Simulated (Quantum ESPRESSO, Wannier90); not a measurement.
# Wannierisation of SiO$_{2}$ (P6₄22)

Materials Project entry mp-10851; symmetrised, unrelaxed at this level. Not found in the COD (Crystallography Open Database) copy used, which has the formula in other groups; not checked further. Level: PBEsol, no spin polarisation, no spin-orbit coupling; pw.x of Quantum ESPRESSO at 68 Ry with PseudoDojo potentials, 6×6×4 k-points, Wannier90. Density: 12×12×6 mesh, cold smearing 0.01 Ry.

On the energy scale of pw.x, whose zero is arbitrary, the valence-band maximum lies at 1.77 eV.

Input w.win:

```
num_bands = 6
num_wann = 6
exclude_bands = 7-53
num_iter = 1000
conv_tol = 1.0e-6
conv_window = 4
write_hr = true
write_u_matrices = true
auto_projections = true
begin unit_cell_cart
ang
    5.0605200535    0.0000000000    0.0000000000
   -2.5302600268    4.3825389227    0.0000000000
    0.0000000000    0.0000000000    5.5413500000
end unit_cell_cart
begin atoms_frac
Si   0.0000000000  0.5000000000  0.3333333333
Si   0.5000000000  0.0000000000  0.0000000000
Si   0.5000000000  0.5000000000 -0.3333333333
O   -0.4172100000 -0.2086050000 -0.1666666667
O   -0.2086050000 -0.4172100000  0.5000000000
O    0.2086050000 -0.2086050000  0.1666666667
O    0.4172100000  0.2086050000 -0.1666666667
O    0.2086050000  0.4172100000  0.5000000000
O   -0.2086050000  0.2086050000  0.1666666667
end atoms_frac
mp_grid = 6 6 4
begin kpoints
0.0000000000 0.0000000000 0.0000000000
0.0000000000 0.0000000000 0.2500000000
0.0000000000 0.0000000000 0.5000000000
... (141 more lines: the 6x6x4 mesh through Gamma)
end kpoints
```

Input of pw2wannier90.x that gives the overlap and projection files (equivalent; here they were cut from one run over all bands):

```
&inputpp
  outdir = './out'
  prefix = 'pwscf'
  seedname = 'w'
  write_amn = .true.
  write_mmn = .true.
  atom_proj = .true.
  atom_proj_exclude = 1 2 3 4 5 6 7 8 9 10 11 12 14 15 16 18 19 20 22 23 24 26 27 28 30 31 32 34 35 36
/
```

Output w.wout (banner and timings cut):

```
                                    ------
                                    SYSTEM
                                    ------

                              Lattice Vectors (Ang)
                    a_1     5.060520   0.000000   0.000000
                    a_2    -2.530260   4.382539   0.000000
                    a_3     0.000000   0.000000   5.541350

                   Unit Cell Volume:     122.89565  (Ang^3)

                        Reciprocal-Space Vectors (Ang^-1)
                    b_1     1.241609   0.716843  -0.000000
                    b_2     0.000000   1.433686   0.000000
                    b_3     0.000000  -0.000000   1.133873

 *----------------------------------------------------------------------------*
 |   Site       Fractional Coordinate          Cartesian Coordinate (Ang)     |
 +----------------------------------------------------------------------------+
 | si   1   0.00000   0.50000   0.33333   |   -1.26513   2.19127   1.84712    |
 | si   2   0.50000   0.00000   0.00000   |    2.53026   0.00000   0.00000    |
 | si   3   0.50000   0.50000  -0.33333   |    1.26513   2.19127  -1.84712    |
 | o    1  -0.41721  -0.20861  -0.16667   |   -1.58347  -0.91422  -0.92356    |
 | o    2  -0.20861  -0.41721   0.50000   |    0.00000  -1.82844   2.77068    |
 | o    3   0.20861  -0.20861   0.16667   |    1.58347  -0.91422   0.92356    |
 | o    4   0.41721   0.20861  -0.16667   |    1.58347   0.91422  -0.92356    |
 | o    5   0.20861   0.41721   0.50000   |   -0.00000   1.82844   2.77068    |
 | o    6  -0.20861   0.20861   0.16667   |   -1.58347   0.91422   0.92356    |
 *----------------------------------------------------------------------------*
                                ------------
                                K-POINT GRID
                                ------------

             Grid size =  6 x  6 x  4      Total points =  144

 *---------------------------------- MAIN ------------------------------------*
 |  Number of Wannier Functions               :                 6             |
 |  Number of Objective Wannier Functions     :                 6             |
 |  Number of input Bloch states              :                 6             |
 |  Output verbosity (1=low, 5=high)          :                 1             |
 |  Timing Level (1=low, 5=high)              :                 1             |
 |  Optimisation (0=memory, 3=speed)          :                 3             |
 |  Length Unit                               :               Ang             |
 |  Post-processing setup (write *.nnkp)      :                 F             |
 |  Using Gamma-only branch of algorithms     :                 F             |
 *----------------------------------------------------------------------------*
 *------------------------------- WANNIERISE ---------------------------------*
 |  Total number of iterations                :              1000             |
 |  Number of CG steps before reset           :                 5             |
 |  Trial step length for line search         :             2.000             |
 |  Convergence tolerence                     :         0.100E-05             |
 |  Convergence window                        :                 4             |
 |  Iterations between writing output         :                 1             |
 |  Iterations between backing up to disk     :               100             |
 |  Write r^2_nm to file                      :                 F             |
 |  Write xyz WF centres to file              :                 F             |
 |  Write on-site energies <0n|H|0n> to file  :                 F             |
 |  Use guiding centre to control phases      :                 F             |
 |  Use phases for initial projections        :                 F             |
 *----------------------------------------------------------------------------*
 *-------------------------------- PLOTTING ----------------------------------*
 |  Plotting Hamiltonian in WF basis          :                 T             |
 *----------------------------------------------------------------------------*

       ... (k-mesh section left out)

 Starting a new Wannier90 calculation ...

 Reading overlaps from w.mmn

 Reading projections from w.amn

 *------------------------------- WANNIERISE ---------------------------------*
 +--------------------------------------------------------------------+<-- CONV
 | Iter  Delta Spread     RMS Gradient      Spread (Ang^2)            |<-- CONV
 +--------------------------------------------------------------------+<-- CONV

 ------------------------------------------------------------------------------
 Initial State
  WF centre and spread    1  ( -1.644137, -0.949243, -0.923558 )     0.57194224
  WF centre and spread    2  ( -0.000000, -1.898486,  2.770675 )     0.57194224
  WF centre and spread    3  (  1.644137, -0.949243,  0.923558 )     0.57194224
  WF centre and spread    4  (  1.644137,  0.949243, -0.923558 )     0.57194224
  WF centre and spread    5  (  0.000000,  1.898486,  2.770675 )     0.57194224
  WF centre and spread    6  ( -1.644137,  0.949243,  0.923558 )     0.57194224
  Sum of centres and spreads (  0.000000,  0.000000,  5.541350 )     3.43165346

      0     0.343E+01     0.0000000000        3.4316534503  <-- CONV
        O_D=      0.0000228 O_OD=      0.0075824 O_TOT=      3.4316535 <-- SPRD
 ------------------------------------------------------------------------------
      1    -0.251E-04     0.0041805117        3.4316283993  <-- CONV
        O_D=      0.0000227 O_OD=      0.0075575 O_TOT=      3.4316284 <-- SPRD
      2    -0.465E-06     0.0007464442        3.4316279341  <-- CONV
        O_D=      0.0000227 O_OD=      0.0075570 O_TOT=      3.4316279 <-- SPRD
      3    -0.593E-07     0.0002883925        3.4316278748  <-- CONV
        O_D=      0.0000227 O_OD=      0.0075570 O_TOT=      3.4316279 <-- SPRD
      4    -0.693E-08     0.0001138857        3.4316278679  <-- CONV
        O_D=      0.0000227 O_OD=      0.0075570 O_TOT=      3.4316279 <-- SPRD
      5    -0.130E-08     0.0000505943        3.4316278666  <-- CONV
        O_D=      0.0000227 O_OD=      0.0075570 O_TOT=      3.4316279 <-- SPRD
             <<<     Delta < 1.000E-06  over  4 iterations     >>>
             <<< Wannierisation convergence criteria satisfied >>>
 Final State
  WF centre and spread    1  ( -1.644137, -0.949243, -0.923558 )     0.57193798
  WF centre and spread    2  ( -0.000000, -1.898486,  2.770675 )     0.57193798
  WF centre and spread    3  (  1.644137, -0.949243,  0.923558 )     0.57193798
  WF centre and spread    4  (  1.644137,  0.949243, -0.923558 )     0.57193798
  WF centre and spread    5  (  0.000000,  1.898486,  2.770675 )     0.57193798
  WF centre and spread    6  ( -1.644137,  0.949243,  0.923558 )     0.57193798
  Sum of centres and spreads (  0.000000,  0.000000,  5.541350 )     3.43162788

         Spreads (Ang^2)       Omega I      =     3.424048240
        ================       Omega D      =     0.000022660
                               Omega OD     =     0.007556966
    Final Spread (Ang^2)       Omega Total  =     3.431627867
```
